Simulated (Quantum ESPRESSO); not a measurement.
Inputs of pw.x and gipaw.x (a modified build of Quantum ESPRESSO, PBE) for BeTe; the starting potential comes from an earlier run on another mesh:

```
&CONTROL
  calculation = 'scf'
  prefix = 'x'
  pseudo_dir = './pseudo'
  outdir = './out'
  tprnfor = .true.
/
&SYSTEM
  ibrav = 0
  nat = 2
  ntyp = 2
  ecutwfc = 40
  ecutrho = 160
  occupations = 'fixed'
  nbnd = 5
/
&ELECTRONS
  conv_thr = 1e-11
  startingpot = 'file'
/
ATOMIC_SPECIES
Be 9.012 Be.GGA_PBE-JTH.UPF
Te 127.600 Te.GGA_PBE-JTH.UPF
CELL_PARAMETERS angstrom
    0.000000000000     2.831460000000     2.831460000000
    2.831460000000     0.000000000000     2.831460000000
    2.831460000000     2.831460000000     0.000000000000
ATOMIC_POSITIONS crystal
Be     0.000000000000     0.000000000000     0.000000000000
Te     0.750000000000     0.750000000000     0.750000000000
K_POINTS automatic
6 6 6 1 1 1
```

```
&INPUTGIPAW
  job = 'nmr'
  prefix = 'x'
  tmp_dir = './out/'
  restart_mode = 'from_scratch'
  pawproj(1) = .true.
  pawproj(2) = .true.
  use_nmr_macroscopic_shape = .false.
/
```

Geometry: a computed entry of the Materials Project; it was not checked against measured cells. It is BeTe in F-43m; whether this form has been observed was not checked. Stability against distortions was not tested.

**Question.** Give the final section of the GIPAW output.

**Answer.** 
```
     Total NMR chemical shifts in ppm: ---------------------------------------
     (adopting the Simpson convention for anisotropy and asymmetry)-----------

     Atom  1  Be  pos: (  0.000000  0.000000  0.000000)  Total sigma:          85.86
            85.8593         -0.0000          0.0000
            -0.0000         85.8593          0.0000
             0.0000          0.0000         85.8593

     Be      1    anisotropy:     -0.00    eta:    0.0000
     Be      1    sigma_11=     85.86
     Be      1    sigma_22=     85.86
     Be      1    sigma_33=     85.86

     Atom  2  Te  pos: (  1.060660  1.060660  1.060660)  Total sigma:        3756.40
          3756.3998         -0.0000         -0.0000
            -0.0000       3756.3998         -0.0000
            -0.0000         -0.0000       3756.3998

     Te      2    anisotropy:     -0.00    eta:    0.0000
     Te      2    sigma_11=   3756.40
     Te      2    sigma_22=   3756.40
     Te      2    sigma_33=   3756.40
```
The printed anisotropy is 3/2 (σ_33 − σ_iso) in the program's own order; the axes are left out here. All sites are cubic, so the anisotropy vanishes by symmetry. These are absolute shieldings with no macroscopic susceptibility term; δ = σ_ref − σ needs a reference computed alike. By our sweeps, such settings leave a few ppm in absolute σ on light atoms and up to some 20 ppm from Zn on. No spin–orbit coupling; Te is the heaviest element present. The datasets of Te hold no d projectors, which limits absolute σ on these atoms. The structure is static (0 K, no zero-point motion).
